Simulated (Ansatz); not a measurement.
**Cu: opening a crack plane**

Cu, P6_3/mmc, a = 2.521 Å, c = 4.117 Å. This isn't the element's structure at ambient conditions. Ansatz: PBEsol, PAW, 420 eV, Γ-centred 27×27×5 mesh on 6 atoms, Gaussian smearing 0.15 eV; no spin polarisation. One cut on (001) per cell of 6 atoms is opened rigidly by x, between planes of Cu and Cu that stand 2.06 Å apart; y is the energy per area (5.502 Å², 1 eV/Å² = 16.02 J/m²).

```
x (Å) y (J/m²)
 0.00     0.000
 0.25         ?
 0.50     0.839
 0.75     1.413
 1.00     1.903
 1.50     2.580
 2.00     2.955
 3.00     3.224
 6.00     3.272
```

Fit the universal binding curve y = W[1 − (1 + x/l) e^(−x/l)] to the other rows, give the peak stress, and predict the missing value.

Least squares gives W = 3.28 J/m² and l = 0.513 Å. The stress dy/dx peaks at x = l with W/(e l) = 23.5 GPa, for rigid faces. At x = 0.25: x/l = 0.487, y = 0.283 J/m². The run gave 0.278 J/m², so the fit is 0.005 J/m² too high, within the rms miss on the fitted rows (0.006 J/m²).

Cost: 11 runs of about 17 core-minutes in all, on Intel Xeon Platinum 8259CL (Skylake/Cascade Lake) (shared hosts).